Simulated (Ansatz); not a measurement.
Space group P6_3mc (No. 186). a = 3.847 Å, b = 3.847 Å, c = 12.590 Å, α = 90.00°, β = 90.00°, γ = 120.00°
```json
{"atom": "Zn", "site": "2a", "symmetry": "3m.", "x": "0.0000", "y": "0.0000", "z": "0.0001"}
{"atom": "Zn", "site": "2b", "symmetry": "3m.", "x": "0.3333", "y": "0.6667", "z": "0.2500"}
{"atom": "S", "site": "2a", "symmetry": "3m.", "x": "0.0000", "y": "0.0000", "z": "0.1873"}
{"atom": "S", "site": "2b", "symmetry": "3m.", "x": "0.3333", "y": "0.6667", "z": "0.4376"}
```

Equation of state of this ZnS structure (not necessarily the ground state), with shape and atoms relaxed at each volume where symmetry leaves them free. These are results of Ansatz, DFT PBE, scalar-relativistic, plane waves, PAW, not measurements.

Settings: cutoff 420 eV, Γ-centred mesh 12×12×4 on the computed 8-atom cell, Gaussian smearing of 0.02 eV; no spin polarisation.

```
V (Å³/atom) E − E(largest V) (meV/atom) P (GPa) gap on mesh (eV)
     18.958                         3.68     4.94              2.32
     19.563                        -9.81     2.28              2.18
     20.168                       -14.02     0.02              2.05
     20.773                       -10.36    -1.90              1.92
     21.378                         0.00    -3.54              1.80
```

**Question.** Fit a third-order Birch–Murnaghan equation to E(V).

**Answer.** V0 = 20.17 Å³/atom, B0 = 69 GPa, B0' = 4.4.